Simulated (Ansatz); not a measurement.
## Data sheet: ScAlN2 (DFT)

ScAlN2:
```yaml
crystal:
  lattice:
    - [3.32270, 0.00000, 0.00000]
    - [-1.66135, 2.87754, 0.00000]
    - [0.00000, 0.00000, 5.16885]
  atoms:
    - { symbol: Sc, position: [0.33333, 0.66667, 0.99077] }
    - { symbol: N, position: [0.33333, 0.66667, 0.40830] }
    - { symbol: Al, position: [0.66667, 0.33333, 0.50402] }
    - { symbol: N, position: [0.66667, 0.33333, 0.86691] }
```

Space group P3m1 (No. 156); conventional cell a = b = 3.323 Å, c = 5.169 Å, α = β = 90.00°, γ = 120.00°.

Method: plane-wave PAW r²SCAN (Ansatz code). The cell and atoms are relaxed at this level. Other levels are named where they apply.

**Cell and energy**

| Quantity | Value |
|---|---|
| Volume per atom | 12.36 Å³ |
| Density | 3.36 g/cm³ |
| Formation energy from the elements (no fitted shifts) | -1.65 eV/atom |

**Electronic structure**

| Quantity | Result |
|---|---|
| Band gap | 3.60 eV (direct) |
| Valence-band maximum | at H |
| Conduction-band minimum | at H (2 equivalent valleys) |
| Electron effective mass | 0.54, 0.54, 14 mₑ (principal values) |
| Hole effective mass | 3.5, 3.5, 15 mₑ (principal values) |
| HSE06 gap on the r²SCAN cell | 4.46 eV |

**Mechanics**

| Property | Result |
|---|---|
| Elastic constants (relaxed ions, GPa) | C11 = 279, C12 = 122, C13 = 131, C14 = -3.7, C33 = 207, C44 = 73.5 |
| Mechanical stability | stable (all eigenvalues of C positive) |
| Hill bulk and shear moduli | 169 and 69.3 GPa |
| Young's modulus | 183 GPa |
| Poisson's ratio | 0.32 |
| Debye temperature from the elastic constants | 655 K |
| Piezoelectric stress constants (proper, relaxed ions, C/m²) | e15 = e24 = -0.30, e16 = e21 = -0.28, e22 = 0.28, e31 = e32 = -0.55, e33 = 1.83 |

**Charges**

| Item | Result |
|---|---|
| Bader charges | Sc +1.87, N -2.33 to -1.99, Al +2.46 e |

The start of the workflow was typed in or built on a structure type; neither database checked (COD, Materials Project) lists it. Whether it is the stable phase at ambient conditions was not checked. The r²SCAN relaxation kept the symmetry of its start; whether a distortion lowers the energy is not shown. The run is not spin-polarised. Signs of piezoelectric constants follow the polarity of the cell as given. The references are the lowest solids computed at this level, not always the standard phases (solids in place of the gases).

Potentials: the earlier of the program's two PAW sets. The files were generated under PBE; for other functionals the program regenerates the frozen cores, and for LDA and PBEsol the local potential too.
